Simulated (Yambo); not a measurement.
Input:

```
CELL_PARAMETERS angstrom
      0.00000     4.54326     4.54326
      4.54326     0.00000     4.54326
      4.54326     4.54326     0.00000
ATOMIC_POSITIONS crystal
  F  0.73700 0.26300 0.26300
  F  0.26300 0.73700 0.73700
  F  0.26300 0.73700 0.26300
  F  0.73700 0.26300 0.73700
  F  0.26300 0.26300 0.73700
  F  0.73700 0.73700 0.26300
  Rb 0.75000 0.75000 0.75000
  Rb 0.25000 0.25000 0.25000
  Y  0.50000 0.50000 0.50000
  Ag 0.00000 0.00000 0.00000
```

Workflow: PBEsol (pw.x of Quantum ESPRESSO, ONCV potentials, no spin-orbit coupling), then G0W0 in Yambo (2×2×2 Γ-centred k mesh, bands 6 to 282 and a 7 Ry block in the screening, 282 bands in G with the Bruneval-Gonze terminator, plasmon pole fitted at 27.2 eV).

Q: Give the PBEsol and G0W0 gaps between the band edges found on this mesh, and say where the edges lie.

A: Edges: L → Γ. PBEsol: 2.68 eV; G0W0: 5.98 eV. Nearest settings tried, and what they do to the gap: 115 bands in W, 115 bands in G: +378 meV. Not varied: block, mesh. So the settings aren't converged at that level. The k mesh is coarse. Spin-orbit splittings are left out.

Geometry of the Materials Project entry, not relaxed at this level.

The structure is a Materials Project entry; no match was found in the copy of COD used, and its stability was not checked.
